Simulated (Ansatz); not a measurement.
SiC in space group P4_2/mmc (No. 131; Si on 2c, C on 2e) under volume change, the program Ansatz at the PBE level (PAW), shape and atoms relaxed at each volume.

```json
[
 {"V (Å³/atom)": "10.119", "E − E(relaxed) (meV/atom)": "57.7", "P (GPa)": "20.01"},
 {"V (Å³/atom)": "10.452", "E − E(relaxed) (meV/atom)": "24.3", "P (GPa)": "12.30"},
 {"V (Å³/atom)": "10.786", "E − E(relaxed) (meV/atom)": "5.8", "P (GPa)": "5.68"},
 {"V (Å³/atom)": "11.120", "E − E(relaxed) (meV/atom)": "0.0", "P (GPa)": "0.00"},
 {"V (Å³/atom)": "11.453", "E − E(relaxed) (meV/atom)": "5.2", "P (GPa)": "-4.85"},
 {"V (Å³/atom)": "11.787", "E − E(relaxed) (meV/atom)": "19.7", "P (GPa)": "-8.97"},
 {"V (Å³/atom)": "12.120", "E − E(relaxed) (meV/atom)": "42.1", "P (GPa)": "-12.52"}
]
```

Task: What does a third-order Birch–Murnaghan fit give for V₀, B₀ and B′?

Result: V₀ = 11.12 Å³/atom, B₀ = 174 GPa, B′ = 4.2.

The cell is a constructed one: a structure type filled with these elements; neither database checked (COD, Materials Project) lists it. It is not the phase usual at ambient conditions (space group No. 186, 216). The PBE relaxation kept the symmetry of its start; whether a distortion lowers the energy is not shown.

Potentials: the later of the program's two PAW sets.
